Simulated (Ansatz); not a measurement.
A plane-wave DFT run in Ansatz 0.2.0 (scalar-relativistic PAW potentials unless the input names others): input and command.

```yaml
crystal:
  lattice:
    - [2.9467392473, 0.0, 0.0]
    - [-1.4733696237, 2.5519510465, 0.0]
    - [0.0, 0.0, 2.2019879758]
  atoms:
    - { symbol: Mo, position: [0.0, 0.0, 0.5] }
basis:
  ecutwfc: 420
kpoints:
  mp_grids: { grid: [24, 24, 20] }
hamiltonian:
  xc: pbesol
scf:
  occupations: { method: gaussian, width: 0.15 }
  max_iter: 80
output:
  forces: true
  eigenvalues: true
  stress: true
```

```bash
ansatz run input.yaml --threads 1 --pin off --max-ram 2560MiB --backend cpu --events-out ev --progress --plain --runs-dir out
```

What is wrong with this input?

The program refuses it, because of a misspelt key (the key kpoints.mp_grid typed as mp_grids). With the key spelt rightly it is accepted.

Abridged log:
```
Error: YAML parse error: error: line 11 column 3: unknown field `mp_grids`, expected one of mp_grid, list, band_path, initial_grid, further_shifts
  --> <input>:11:3
   |
 9 |   ecutwfc: 420
10 | kpoints:
11 |   mp_grids: { grid: [24, 24, 20] }
   |   ^ unknown field `mp_grids`, expected one of mp_grid, list, band_path, initial_grid, further_shifts
12 | hamiltonian:
13 |   xc: pbesol
   |
```